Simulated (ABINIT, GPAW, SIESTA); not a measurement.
**InSb3: programs and potentials compared**

```
Sb In
1.0
     4.80637    0.00000    0.00000
     0.00000    4.80637    0.00000
     0.00000    0.00000    4.80637
Sb In
3 1
Direct
  0.51050 0.48869 0.99375
  0.00030 0.50846 0.50419
  0.50096 0.99871 0.50049
  0.99574 0.99724 0.00411
```

The cell comes from a database or a generator and needn't be the stable form of this composition.

Atoms were shifted at random by some hundredths of an Å from the given cell, which wasn't relaxed again for these runs.

Alike in all runs: task single point; functional PBE; k mesh 6 × 6 × 6; occupations fermi-dirac, width 0.05 eV; no spin polarisation; no spin-orbit coupling. A missing gap at this level doesn't show that the real crystal is a metal. Pressure is positive in compression and, in plane waves, holds the error of the finite cutoff.

```
                                                                                   program and potentials  plane-wave cutoff (eV)         notes  band gap (eV)  pressure (GPa)  largest force (eV/Å)  energy over the undisturbed cell (meV/atom)
                                                                                 ABINIT, JTH PAW PBE v2.0                     599             -         no gap            0.24                 0.100                                         0.26
SIESTA, files PseudoDojo sr-pbe-0.4.1-standard, DZP (energy shift 0.003 Ry; two zetas on semicore shells)                       -  atomic basis         no gap            1.78                 0.117                                         0.78
                                                               GPAW, GPAW PAW data sets (gpaw-data 1.2.1)                     600             -         no gap           -0.04                 0.087                                            -
```

Force on atom 4 (In), eV/Å:

```json
{"program and potentials": "ABINIT, JTH PAW PBE v2.0", "x": "0.099", "y": "0.016", "z": "0.008"}
{"program and potentials": "SIESTA, files PseudoDojo sr-pbe-0.4.1-standard, DZP (energy shift 0.003 Ry; two zetas on semicore shells)", "x": "0.115", "y": "0.011", "z": "0.022"}
{"program and potentials": "GPAW, GPAW PAW data sets (gpaw-data 1.2.1)", "x": "0.085", "y": "0.008", "z": "0.018"}
```

None finds a gap. The pressure spans -0.04 (GPAW, GPAW PAW data sets (gpaw-data 1.2.1)) to 1.78 GPa (SIESTA, files PseudoDojo sr-pbe-0.4.1-standard, DZP (energy shift 0.003 Ry; two zetas on semicore shells)). Rows in atomic bases carry the error of their basis and grid, which can be large.

Differences between rows come from potentials, basis sets and numerical settings, since the functional is the same but for its coding. Runs on potential files found faulty are left out.
